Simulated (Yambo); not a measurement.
Yambo input for MgO (rock salt, space group Fm-3m, No. 225) under isotropic strain of -1.5 % on all lattice vectors (a = 2.934 Å, b = 2.934 Å, c = 2.934 Å, α = 60.00°, β = 60.00°, γ = 60.00°), on PBEsol (pw.x of Quantum ESPRESSO, ONCV potentials, scalar-relativistic) wavefunctions on a 18×18×18 mesh:

```
optics
chi
dipoles
kernel
FFTGvecs= 40 Ry
Chimod= "HARTREE"
NGsBlkXd= 4 Ry
% QpntsRXd
 1 | 1 |
%
% BndsRnXd
 2 | 15 |
%
GrFnTpXd= "R"
% EnRngeXd
 0.0 | 20.0 | eV
%
% DmRngeXd
 0.2 | 0.2 | eV
%
CGrdSpXd= 50
ETStpsXd= 161
% LongDrXd
 1.0 | 0.0 | 0.0 |
%
% XfnQP_E
 2.658 | 1.0 | 1.0 |
%
```

First lines of the file o-*.eps_q1_inv_rpa_dyson:

```
Absorption @ Q(1):   1.00000000     0.00000000     0.00000000    [q->0 direction]
#
# [ X ] Hartree size     :  27
# [GEN] GF Energies     : Perdew, Burke & Ernzerhof SOL(X)+Perdew, Burke & Ernzerhof SOL(C)+ user defined corrections @E
# [GEN] Green`s Function     : Retarded
#
# [GEN] Gauge     : Length
# [GEN] [r,Vnl] included     : yes
#
#    E[1] [eV]     Im(eps)     Re(eps)     Im(eps_o)     Re(eps_o)
#
     0.000000     0.232231E-7     2.660404     -0.93233E-19     2.746890
     0.125000     0.430389E-3     2.660538     0.457345E-3     2.747033
     0.250000     0.861314E-3     2.660942     0.915278E-3     2.747461
     0.375000     0.001293     2.661614     0.001374     2.748176
     0.500000     0.001727     2.662557     0.001835     2.749177
     0.625000     0.002163     2.663771     0.002299     2.750468
     0.750000     0.002602     2.665258     0.002765     2.752048
     0.875000     0.003044     2.667020     0.003235     2.753921
     1.000000     0.003491     2.669060     0.003709     2.756088
     1.125000     0.003942     2.671380     0.004188     2.758552
     1.250000     0.004398     2.673982     0.004672     2.761318
     1.375000     0.004860     2.676872     0.005163     2.764387
     1.500000     0.005329     2.680052     0.005661     2.767766
     1.625000     0.005806     2.683527     0.006167     2.771457
     1.750000     0.006290     2.687302     0.006681     2.775467
     1.875000     0.006784     2.691382     0.007205     2.779800
     2.000000     0.007287     2.695773     0.007738     2.784464
     2.125000     0.007801     2.700481     0.008284     2.789464
     2.250000     0.008327     2.705514     0.008841     2.794808
     2.375000     0.008865     2.710879     0.009411     2.800503
     2.500000     0.009417     2.716584     0.009996     2.806559
     2.625000     0.009984     2.722637     0.010596     2.812985
     2.750000     0.010566     2.729049     0.011213     2.819790
     2.875000     0.011166     2.735830     0.011848     2.826986
     3.000000     0.011785     2.742991     0.012503     2.834584
     3.125000     0.012425     2.750544     0.013179     2.842597
     3.250000     0.013086     2.758503     0.013878     2.851038
     3.375000     0.013771     2.766881     0.014602     2.859923
     3.500000     0.014481     2.775694     0.015352     2.869267
     3.625000     0.015220     2.784958     0.016132     2.879088
     3.750000     0.015988     2.794693     0.016943     2.889404
     3.875000     0.016790     2.804916     0.017788     2.900237
     4.000000     0.017628     2.815649     0.018671     2.911608
```
(The file goes on to the top of the energy range.) Convergence of the RPA response with its 18×18×18 mesh was not tested. The scissor comes from a G0W0 run whose convergence isn't established.

Geometry strained from the cell relaxed with PBEsol, atoms relaxed again.
